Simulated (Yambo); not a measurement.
Absorption of PdCdF6 (space group R-3, No. 148) with and without the electron-hole interaction (Yambo, PBEsol bands; 4×4×4 mesh, 26 valence and 4 conduction bands, static screening with 79 bands and a 3 Ry block, scissor 2.63 eV, Tamm-Dancoff; field along x). Axes are Cartesian, with cell vectors (Å) (2.53, 1.46, 4.84), (-2.53, 1.46, 4.84), (0.00, -2.92, 4.84).

```
E (eV)  Im ε, BSE  Im ε, independent quasiparticles
------  ---------  --------------------------------
0.75         0.02                              0.02
0.85         0.02                              0.02
0.95         0.03                              0.02
1.05         0.03                              0.02
1.15         0.03                              0.02
1.25         0.03                              0.02
1.35         0.03                              0.02
1.45         0.03                              0.02
1.55         0.03                              0.02
1.65         0.04                              0.03
1.75         0.04                              0.03
1.85         0.04                              0.03
1.95         0.04                              0.03
2.05         0.05                              0.03
2.15         0.05                              0.03
2.25         0.05                              0.03
2.35         0.06                              0.04
2.45         0.06                              0.04
2.55         0.07                              0.04
2.65         0.07                              0.04
2.75         0.08                              0.04
2.85         0.09                              0.05
2.95         0.10                              0.05
3.05         0.11                              0.05
3.15         0.13                              0.06
3.25         0.16                              0.06
3.35         0.19                              0.07
3.45         0.24                              0.07
3.55         0.31                              0.08
3.65         0.43                              0.09
3.75         0.65                              0.09
3.85         1.08                              0.11
3.95         1.78                              0.12
4.05         2.50                              0.14
4.15         2.54                              0.16
4.25         2.02                              0.20
4.35         1.61                              0.25
4.45         1.26                              0.33
4.55         1.02                              0.48
4.65         0.91                              0.74
4.75         0.88                              1.17
4.85         0.82                              1.69
4.95         0.73                              2.05
5.05         0.78                              1.93
5.15         1.01                              1.58
5.25         1.34                              1.14
5.35         1.63                              0.82
5.45         2.09                              0.67
5.55         2.48                              0.66
5.65         2.47                              0.78
5.75         2.39                              1.07
5.85         2.21                              1.40
5.95         2.10                              1.71
6.05         2.10                              2.16
6.15         2.10                              2.65
6.25         2.18                              2.86
6.35         2.30                              2.90
6.45         2.34                              2.88
6.55         2.53                              2.87
6.65         2.90                              3.03
6.75         3.69                              3.40
6.85         4.58                              3.76
6.95         5.06                              3.84
7.05         4.84                              3.42
7.15         3.81                              3.13
7.25         3.34                              3.09
7.35         3.40                              3.24
7.45         3.74                              3.67
7.55         3.87                              4.40
7.65         3.27                              5.13
```

The scissor comes from a G0W0 run whose convergence isn't established. Broadening 0.15 eV. The band window holds all transitions up to 12.5 eV. Fine structure above the onset can come from the mesh.

Spin-orbit splittings are left out.

Geometry of the Materials Project entry, not relaxed at this level; primitive cell a = 5.6482 Å, b = 5.6482 Å, c = 5.6482 Å, α = 53.19°, β = 53.19°, γ = 53.19°.
